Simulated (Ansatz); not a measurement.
This run works on a generated trial structure, not on a known crystal.

Input and command of a plane-wave DFT calculation in Ansatz:

```yaml
crystal:
  lattice:
    - [2.9830174, 0.0, 0.0]
    - [0.0, 2.9830174, 0.0]
    - [0.0, 0.0, 7.10404231]
  atoms:
    - { symbol: Be, position: [0.5, 0.0, 0.17918] }
    - { symbol: Be, position: [0.0, 0.5, 0.82082] }
    - { symbol: Ga, position: [0.0, 0.5, 0.38385999] }
    - { symbol: Ga, position: [0.5, 0.0, 0.61614001] }
    - { symbol: "N", position: [0.0, 0.0, 0.5] }
    - { symbol: "N", position: [0.5, 0.5, 0.5] }
basis:
  ecutwfc: 420
kpoints:
  mp_grid: { grid: [6, 6, 4] }
hamiltonian:
  xc: pbe
scf:
  occupations: { method: gaussian, width: 0.1 }
  lower_state_search: "off"
output:
  forces: true
  stress: true
  eigenvalues: true
relax:
  adjacent_minimum: "off"
  f_tol: 0.04
  max_steps: 70
  cell: { stress_tol: 0.4 }
```

```bash
ansatz run input.yaml --threads 1 --pin off --max-ram 2048MiB --backend cpu --events-out ev --progress --plain --runs-dir out
```

Processor: AMD EPYC 7R43 64-Core Processor (Zen 3), 1 thread, on a host shared with other jobs.

Task: Estimate time, memory and problem size.

Result: About 83 s, peak memory 0.42 GiB. It solves 26 bands at 30 k points (after reduction by symmetry) with about 1561 plane waves (on the last cell), in 115 SCF iterations over 15 ionic steps.
